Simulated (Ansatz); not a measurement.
Input and command of a plane-wave DFT calculation in Ansatz:

```yaml
crystal:
  lattice:
    - [1.5559169918, 0.898309094, 7.2124645045]
    - [-1.5559169918, 0.898309094, 7.2124645045]
    - [0.0, -1.796618188, 7.2124645045]
  atoms:
    - { symbol: Na, position: [0.4, 0.4, 0.4] }
    - { symbol: Na, position: [0.6, 0.6, 0.6] }
    - { symbol: H, position: [0.0, 0.0, 0.0] }
    - { symbol: H, position: [0.2095, 0.2095, 0.2095] }
    - { symbol: H, position: [0.7905, 0.7905, 0.7905] }
basis:
  ecutwfc: 420
kpoints:
  mp_grid: { grid: [6, 6, 6] }
hamiltonian:
  xc: pbe
scf:
  occupations: { method: gaussian, width: 0.1 }
  lower_state_search: "off"
output:
  forces: true
  stress: true
  eigenvalues: true
relax:
  adjacent_minimum: "off"
  f_tol: 0.04
  max_steps: 70
  cell: { stress_tol: 0.4 }
```

```bash
ansatz run input.yaml --threads 1 --pin off --max-ram 2560MiB --backend cpu --events-out ev --progress --plain --runs-dir out
```

Processor: Intel(R) Xeon(R) Platinum 8259CL CPU @ 2.50GHz (Skylake/Cascade Lake), 1 thread, on a host shared with other jobs.

Question: How long does it run, and how much memory does it take?

Answer: About 23 s on 1 thread of Intel(R) Xeon(R) Platinum 8259CL CPU @ 2.50GHz (Skylake/Cascade Lake) (shared host), peak memory 0.38 GiB. It solves 16 bands at 32 k points (the mesh reduced by the symmetry that the task leaves, which can be less than the crystal's) with about 1093 plane waves (on the last cell), in 51 SCF iterations over 9 ionic steps.
